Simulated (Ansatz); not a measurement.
Sn (β-Sn type), relaxed with PBE (Ansatz, a quantum-chemistry and plane-wave program, plane waves, PAW): a = b = 5.925 Å, c = 3.237 Å, α = β = γ = 90.00°.

Q: The same phase is relaxed and computed with r²SCAN in the same code. What is the cell now?

A: a = b = 5.8583 Å, c = 3.2146 Å, α = β = γ = 90.00°.

All cells were relaxed under the symmetry of their starts (and spin orders); stability against distortions was not tested throughout. Spin–orbit coupling is left out wherever it is not named.

Potentials: the later of the program's two PAW sets.

Ansatz is a plane-wave DFT program.
